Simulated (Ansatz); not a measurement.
# LuSiRh: pressure against volume

A database entry relaxed whole under r2SCAN (Pnma):

```
Lu Si Rh
1.0
     6.71475    0.00000    0.00000
     0.00000    4.14898    0.00000
     0.00000    0.00000    7.34245
Lu Si Rh
4 4 4
Direct
  0.50420 0.25000 0.30981
  0.99580 0.75000 0.80981
  0.00420 0.25000 0.19019
  0.49580 0.75000 0.69019
  0.79208 0.25000 0.60809
  0.70792 0.75000 0.10809
  0.29208 0.25000 0.89191
  0.20792 0.75000 0.39191
  0.15448 0.25000 0.56621
  0.34552 0.75000 0.06621
  0.65448 0.25000 0.93379
  0.84552 0.75000 0.43379
```

The cell was scaled uniformly, its shape held, and the atoms relaxed at each volume with plane-wave PAW DFT (Ansatz 0.2.0; r2SCAN, 500 eV, 5×8×5 Γ-centred mesh, fermi-dirac occupations of width 0.100 eV; no spin, no spin-orbit coupling). One row is withheld.

```
volume (Å³/atom)  energy over the lowest (meV/atom)  pressure (GPa)
          16.024                               31.2           10.40
          16.364                               13.3            6.55
          16.705                                3.2            3.09
          17.046                                0.0           -0.01
          17.387                                3.1           -2.77
          17.728                                  ?               ?
          18.069                               25.3           -7.44
```

Task: Fit the pressures of the other rows to the third-order Birch-Murnaghan form.

Result: With f = [(V₀/V)^(2/3) − 1]/2 and P = 3B₀f(1 + 2f)^(5/2)[1 + 3(B₀′ − 4)f/2], least squares gives V₀ = 17.05 Å³ an atom, B₀ = 146 GPa and B₀′ = 4.6; the rows miss the fit by 0.01 GPa. The slope of the energies differs from these pressures by 0.05 GPa, since they are taken to zero smearing while pressures follow the free energy.

Task: What does the withheld row hold?

Result: The fit gives -5.23 GPa at 17.728 Å³; the run gave -5.25 GPa and 11.7 meV an atom.

Caveats: the shape of the cell was held, so B₀ is an upper bound where the axes differ in stiffness; 0 K, fixed nuclei; the symmetry was kept, and this need not be the phase that is stable at 0 K; one mesh for all volumes; every run is gapless at this level; pressure is positive in compression.
